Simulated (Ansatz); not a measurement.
Input:

CaClF (space group P4/nmm)

```yaml
crystal:
  lattice:
    - [3.86667, 0.00000, 0.00000]
    - [0.00000, 3.86667, 0.00000]
    - [0.00000, 0.00000, 6.87431]
  atoms:
    - { symbol: Ca, position: [0.00000, 0.50000, 0.80682] }
    - { symbol: Ca, position: [0.50000, 0.00000, 0.19318] }
    - { symbol: Cl, position: [0.50000, 0.00000, 0.64659] }
    - { symbol: Cl, position: [0.00000, 0.50000, 0.35341] }
    - { symbol: F, position: [0.50000, 0.50000, 0.00000] }
    - { symbol: F, position: [0.00000, 0.00000, 0.00000] }
```

The volume is varied about the relaxed value V₀ at fixed cell shape. The atoms relax within the cell's symmetry.

Level of theory: r2SCAN (plane waves to 500 eV, PAW, scalar-relativistic; Ansatz, a quantum-chemistry and plane-wave program). k mesh 9×9×5 (Γ-centred), Fermi-Dirac smearing 0.05 eV. The energy includes the smearing's −TS. Compression counts positive. With the shape held, the modulus is that of even scaling; a crystal free to change shape is softer. CaClF was relaxed with its symmetry unable to fall. The zero of ΔE is the relaxed starting cell.

The scan covers V/V₀ from 0.940 to 1.060 in 13 points.

### Question
What bulk modulus at fixed cell shape B₀ follows from a third-order Birch-Murnaghan fit?

### Answer
58.4 GPa.

### Question
What is the fitted pressure derivative B₀′?

### Answer
5.3.

(A scan under strain: stresses follow from slopes of the energy per volume, elastic moduli from its curvatures.)
